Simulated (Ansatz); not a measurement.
SrTiO3 (cubic perovskite)

```yaml
crystal:
  lattice:
    - [3.93649, 0.00000, 0.00000]
    - [0.00000, 3.93649, 0.00000]
    - [0.00000, 0.00000, 3.93649]
  atoms:
    - { symbol: Sr, position: [0.00000, 0.00000, 0.00000] }
    - { symbol: Ti, position: [0.50000, 0.50000, 0.50000] }
    - { symbol: O, position: [0.00000, 0.50000, 0.50000] }
    - { symbol: O, position: [0.50000, 0.50000, 0.00000] }
    - { symbol: O, position: [0.50000, 0.00000, 0.50000] }
```

The volume is varied about the relaxed value V₀ at fixed cell shape. Symmetry pins the atoms to their sites.

Level of theory: PBE (plane waves to 420 eV, PAW, scalar-relativistic; Ansatz, an electronic-structure program). k mesh 8×8×8 (Γ-centred), Fermi-Dirac smearing 0.05 eV. Energies are smeared free energies. Compression counts positive. SrTiO3 is run without spin polarisation. SrTiO3 was relaxed with its symmetry unable to fall. The PAW data are Ansatz's earlier set. ΔE is measured from the relaxed starting cell.

```json
[
 {"V (Å³/atom)": "10.980", "ΔE (meV/atom)": "78.5"},
 {"V (Å³/atom)": "11.224", "ΔE (meV/atom)": "48.3"},
 {"V (Å³/atom)": "11.468", "ΔE (meV/atom)": "26.2"},
 {"V (Å³/atom)": "11.712", "ΔE (meV/atom)": "withheld"},
 {"V (Å³/atom)": "11.956", "ΔE (meV/atom)": "2.7"},
 {"V (Å³/atom)": "12.200", "ΔE (meV/atom)": "0.0"},
 {"V (Å³/atom)": "12.444", "ΔE (meV/atom)": "2.5"},
 {"V (Å³/atom)": "12.688", "ΔE (meV/atom)": "9.6"},
 {"V (Å³/atom)": "12.932", "ΔE (meV/atom)": "21.0"},
 {"V (Å³/atom)": "13.176", "ΔE (meV/atom)": "36.1"},
 {"V (Å³/atom)": "13.420", "ΔE (meV/atom)": "54.6"}
]
```

Question: Fit a third-order Birch-Murnaghan form (E₀, V₀, B₀, B₀′ free) to the given rows and predict ΔE at V = 11.712.

Answer: Least squares on the 10 given rows: ΔE = E₀ + (9V₀B₀/16)·y²·[2 + (B₀′ − 4)y], y = (V₀/V)^(2/3) − 1, with V₀ = 12.201 Å³/atom, B₀ = 170.4 GPa (160.2 GPa = 1 eV/Å³; the term in eV is multiplied by 1000), B₀′ = 4.37, E₀ = 0.00 meV/atom; root-mean-square residual 0.02 meV/atom. At 11.712 the fit gives 11.2 meV/atom; the calculation gives 11.2 meV/atom, the same to the digits shown. For the pressure the fit gives 7.6 GPa against the computed 7.6 GPa.

(A scan under strain: stresses follow from slopes of the energy per volume, elastic moduli from its curvatures.)
